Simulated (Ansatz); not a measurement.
Task: Each is relaxed and computed with plane-wave PAW PBEsol (Ansatz code). Which is the only metal?
(A) Ga2O3, La2O3 or Ni2Al3 type
(B) Al3GaN4, P3m1 (Pearson symbol hP8)
(C) GaP, CsCl type
(D) AlP, P6_422 (Al on 3c, P on 3d)

Result: C, GaP, CsCl type. GaP: metal; Ga2O3: gap 2.47 eV (direct); Al3GaN4: gap 3.28 eV (direct); AlP: gap 0.84 eV (indirect). Constructed cells (a structure type filled with these elements, in neither database checked): GaP, CsCl type; Ga2O3, La2O3 or Ni2Al3 type. Typed or built starts, not in the databases checked: Al3GaN4, P3m1 (Pearson symbol hP8); AlP, P6_422 (Al on 3c, P on 3d). Not the usual ambient phase: GaP, CsCl type; Ga2O3, La2O3 or Ni2Al3 type; AlP, P6_422 (Al on 3c, P on 3d). Unstable at this level: GaP, CsCl type; Ga2O3, La2O3 or Ni2Al3 type. All cells were relaxed under the symmetry of their starts (and spin orders); stability against distortions was not tested throughout. Spin–orbit coupling is left out wherever it is not named.

Potentials: the earlier of the program's two PAW sets. The files were generated under PBE; for other functionals the program regenerates the frozen cores, and for LDA and PBEsol the local potential too.
